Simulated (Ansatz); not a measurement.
All numbers below come from DFT PBE, scalar-relativistic, plane waves, PAW (Ansatz). All cells share a 420 eV cutoff and Γ-centred k meshes spaced at most about 0.3 Å⁻¹ (about 0.25 or finer for metals, 2π included). No spin polarisation in the final relaxations.

These are static total energies at zero pressure.

Two relaxed structures of In3P:

A.

```yaml
crystal:
  lattice:
    - [0.00000, 3.66194, 3.66194]
    - [3.66194, 0.00000, 3.66194]
    - [3.66194, 3.66194, 0.00000]
  atoms:
    - { symbol: In, position: [0.25000, 0.25000, 0.25000] }
    - { symbol: In, position: [0.75000, 0.75000, 0.75000] }
    - { symbol: In, position: [0.50000, 0.50000, 0.50000] }
    - { symbol: P, position: [0.00000, 0.00000, 0.00000] }
```

B.

```yaml
crystal:
  lattice:
    - [3.07455, 1.77509, 4.35687]
    - [-3.07455, 1.77509, 4.35687]
    - [0.00000, -3.55018, 4.35687]
  atoms:
    - { symbol: In, position: [0.00000, 0.00000, 0.50000] }
    - { symbol: In, position: [0.50000, 0.00000, 0.00000] }
    - { symbol: In, position: [0.00000, 0.50000, 0.00000] }
    - { symbol: P, position: [0.00000, 0.00000, 0.00000] }
```

**Question.** Which would you expect to be lower, and how large is the difference?

**Answer.** A is lower, by 179 meV/atom. A has the BiF3 (D0_3) type, space group Fm-3m (No. 225), 24.6 Å³/atom and no gap on its mesh; B has space group R-3m (No. 166), 35.7 Å³/atom and no gap. Counting In atoms around P (those within 1.25 times the shortest such distance or 1.15 times the sum of covalent radii; a plus sign parts nearer from farther groups; the shortest distance is added where it is long for a bond), A has P 8+6 from 3.2 Å and B has P 6. The denser one is the lower, and pressure would at first widen the difference. Even the lower one lies +0.23 eV/atom against the reference forms of the elements (uncorrected), so neither is stable at this level. In A, around In on a site of symmetry -43m lie 4 In at 3.17 Å, 4 P at 3.17 Å and 6 In at 3.66 Å; In on a site of symmetry m-3m has 8 In at 3.17 Å and 6 P at 3.66 Å; P is surrounded by 8 In at 3.17 Å and 6 In at 3.66 Å. In B, around In lie 2 P at 2.81 Å and 4 In at 3.07 Å; P is surrounded by 6 In at 2.81 Å. Both come from invented guesses. A third cell relaxed alike, in Cmmm, lies 131 meV/atom below the lower of the two.

Cells relaxed within their symmetry can be saddle points.
